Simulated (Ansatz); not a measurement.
The end of the path is a generated cell of SrTlI3: the first start was made by placing the elements on the sites of a structure type, and the end was not matched to a known phase here, so it may be hypothetical.

A geometry of SrTlI$_{3}$ away from equilibrium: step 3 of the relaxation of a generated trial cell of SrTlI3 in the GdFeO3 structure type. Level of theory: r2SCAN (plane waves to 500 eV, PAW, scalar-relativistic; Ansatz, a first-principles code). Γ-centred k-mesh 2×2×2 on the run's cell (coarser than for final values), Fermi–Dirac smearing 0.05 eV.

```
SrTlI3
1.0
    8.80557     0.00000     0.00000
    0.00000    12.33766     0.00000
    0.00000     0.00000     8.66260
Tl Sr I
4 4 12
Direct
  0.45601   0.25000   0.98616
  0.95601   0.25000   0.51384
  0.54399   0.75000   0.01384
  0.04399   0.75000   0.48616
  0.00000   0.00000   0.00000
  0.50000   0.50000   0.50000
  0.00000   0.50000   0.00000
  0.50000   0.00000   0.50000
  0.03302   0.25000   0.10307
  0.53302   0.25000   0.39693
  0.96698   0.75000   0.89693
  0.46698   0.75000   0.60307
  0.30754   0.55302   0.19005
  0.80754   0.94698   0.30995
  0.69246   0.05302   0.80995
  0.19246   0.44698   0.69005
  0.69246   0.44698   0.80995
  0.19246   0.05302   0.69005
  0.30754   0.94698   0.19005
  0.80754   0.55302   0.30995
```

Question: Which atoms carry the largest force, and which way does it point?

Answer: 0.22 eV/Å, on I9, I10, I11, I12 (atoms numbered as listed); on I10 its components are (0.08, 0.00, -0.20).

Question: What is the pressure?

Answer: 0.0 GPa, compression positive.

Question: How much energy per atom can still be gained by relaxing?

Answer: 0.03 eV/atom; the path ends in Pnma (No. 62).

No spin polarisation in the result.

The run could not lose the symmetry of its start, so the end can be a saddle point.
